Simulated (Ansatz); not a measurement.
TiO2 (rutile)

```yaml
crystal:
  lattice:
    - [4.64353, 0.00000, 0.00000]
    - [0.00000, 4.64353, 0.00000]
    - [0.00000, 0.00000, 2.96370]
  atoms:
    - { symbol: Ti, position: [0.00000, 0.00000, 0.00000] }
    - { symbol: Ti, position: [0.50000, 0.50000, 0.50000] }
    - { symbol: O, position: [0.30512, 0.30512, 0.00000] }
    - { symbol: O, position: [0.80512, 0.19488, 0.50000] }
    - { symbol: O, position: [0.19488, 0.80512, 0.50000] }
    - { symbol: O, position: [0.69488, 0.69488, 0.00000] }
```

Equation-of-state scan: isotropic scaling of the cell above, V₀ being its volume. The atoms relax within the cell's symmetry.

All values below come from PBE (plane waves to 420 eV, PAW, scalar-relativistic; Ansatz, an electronic-structure program). k mesh 7×7×11 (Γ-centred), Fermi-Dirac smearing 0.05 eV. The energy includes the smearing's −TS. Compression counts positive. The PAW data are Ansatz's earlier set. TiO2 is run without spin polarisation. TiO2 was relaxed with its symmetry unable to fall. ΔE is measured from the relaxed starting cell.

```tsv
V (Å³/atom)	ΔE (eV/atom)	P (GPa)
10.012	0.0287	15.3
10.139	0.0180	11.8
10.267	0.0099	8.5
10.395	0.0043	5.5
10.523	0.0010	2.7
10.651	0.0000	0.0
10.779	0.0010	-2.5
10.906	0.0039	-4.8
11.034	[?]	-6.9
11.162	[?]	-8.9
11.290	0.0228	-10.8
```

Problem. Some entries are withheld; supply them.

Solution. 
- 11.034, ΔE (eV/atom): 0.0086
- 11.162, ΔE (eV/atom): 0.0149

(Under strain, the slope of the energy per volume gives the stress and its curvature an elastic modulus.)
